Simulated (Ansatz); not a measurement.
Data:

CaSi:
```
CELL_PARAMETERS angstrom
      2.27369    -5.34350     0.00000
      2.27369     5.34350     0.00000
      0.00000     0.00000     3.90283
ATOMIC_POSITIONS crystal
  Ca 0.13811 0.86189 0.75000
  Ca 0.86189 0.13811 0.25000
  Si 0.43133 0.56867 0.75000
  Si 0.56867 0.43133 0.25000
```

This is the r²SCAN-relaxed structure.

Task: All from DFT-r²SCAN in the program Ansatz with PAW potentials, unless another level is named. Predict the electronic character.

Result: metallic (no gap).

Task: Predict the formation energy from the elements (no fitted shifts).

Result: -0.61 eV/atom.

Task: Predict the density of states at the Fermi level.

Result: 0.37 states/eV per atom (mean over ±0.08 eV).

Space group Cmcm. The workflow started from a Materials Project entry (that database holds measured and hypothetical structures alike); the Crystallography Open Database files this formula in space group No. 63, but the cells were not matched. Whether it is the stable phase at ambient conditions was not checked. The r²SCAN relaxation kept the symmetry of its start; its stability against distortions is not shown here. The references are the lowest solids computed at this level, not always the standard phases.

Potentials: the later of the program's two PAW sets.
